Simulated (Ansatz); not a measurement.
CsH (rocksalt type), DFT, LDA, all-electron PAW with datasets made for the crystal, scalar-relativistic (Ansatz 0.2.0), on 1 thread of Arm Neoverse V1 (shared host).

Command: `ansatz run input.yaml --threads 1 --pin off --max-ram 2048MiB --backend cpu --events-out ev --progress --plain --runs-dir out`

```yaml
crystal:
  lattice:
    - [0.0, 2.9207926949, 2.9207926949]
    - [2.9207926949, 0.0, 2.9207926949]
    - [2.9207926949, 2.9207926949, 0.0]
  atoms:
    - { symbol: Cs, position: [0.0, 0.0, 0.0] }
    - { symbol: H, position: [0.5, 0.5, 0.5] }
kpoints:
  mp_grid: { grid: [12, 12, 12] }
scf:
  occupations: { method: fermi_dirac, width: 0.05 }
hamiltonian:
  xc: lda
  pseudopotentials: { kind: all_electron, datasets: crystal }
output:
  forces: true
  stress: true
  eigenvalues: true
```

Q: How large is the problem that the program sets up?

A: 72 irreducible k-points, 331 plane waves at Γ, 9 bands.

Q: About how long does it take?

A: 7.3 s of wall time for 10 SCF iterations. Times on shared machines scatter by tens of per cent.
